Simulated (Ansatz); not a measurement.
Relaxed-ion elastic tensor of BN (NiAs type, P6_3/mmc) in GPa (Voigt order), PBE (plane waves, PAW; program Ansatz); density 3.79 g/cm³, 5.44 Å³ per atom.

```csv
,1,2,3,4,5,6
1,646,392,35.5,0.0,0.0,0.0
2,392,646,35.5,0.0,0.0,0.0
3,35.5,35.5,1120,0.0,0.0,0.0
4,0.0,0.0,0.0,-58.1,0.0,0.0
5,0.0,0.0,0.0,0.0,-58.1,0.0
6,0.0,0.0,0.0,0.0,0.0,127
```

### Question
Is the crystal mechanically stable?

### Answer
No: the smallest eigenvalue of C is -58.1 GPa.

The cell is a constructed one: a structure type filled with these elements. Its sites differ from those of the usual phase in this space group: another stacking or structure type. The cell was relaxed with PBE under the symmetry of its start. At this level the phase is dynamically unstable (imaginary phonons). Its formation energy is positive at this level, so the cell may be metastable or incomplete.

Potentials: the later of the program's two PAW sets.
